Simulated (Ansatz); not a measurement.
Relax this structure to zero stress and force, keeping its symmetry:

```
CELL_PARAMETERS angstrom
3.90528 0.00000 0.00000
0.00000 3.90528 0.00000
0.00000 0.00000 3.90528
ATOMIC_POSITIONS crystal
Sr 0.50000 0.50000 0.50000
Ti 0.00000 0.00000 0.00000
O 0.50000 0.00000 0.00000
O 0.00000 0.50000 0.00000
O 0.00000 0.00000 0.50000
```

These are results of DFT PBE+U, scalar-relativistic, plane waves, PAW in Ansatz 0.2.0, not measurements.

Settings: cutoff 420 eV, Γ-centred mesh 8×8×8 on the computed 5-atom cell, Gaussian smearing of 0.02 eV; U_eff Ti 4.00 eV on the d shells (Löwdin-orthogonalised atomic orbitals); no spin polarisation.

Task: What does it relax to?

Result: The volume increases by 0.39 Å³/atom to 12.30 Å³/atom, and the energy falls by 6.8 meV/atom. Final structure:
Space group Pm-3m (No. 221). a = 3.947 Å, b = 3.947 Å, c = 3.947 Å, α = 90.00°, β = 90.00°, γ = 90.00°
```json
{"atom": "Sr", "site": "1b", "symmetry": "m-3m", "x": "0.5000", "y": "0.5000", "z": "0.5000"}
{"atom": "Ti", "site": "1a", "symmetry": "m-3m", "x": "0.0000", "y": "0.0000", "z": "0.0000"}
{"atom": "O", "site": "3d", "symmetry": "4/mm.m", "x": "0.5000", "y": "0.0000", "z": "0.0000"}
```

Symmetry holds off the tilts and polar distortions that many cubic perovskites undergo.

Cost: 1 run of about 0.54 core-minutes, on Intel Xeon Platinum 8375C (Ice Lake) (shared hosts).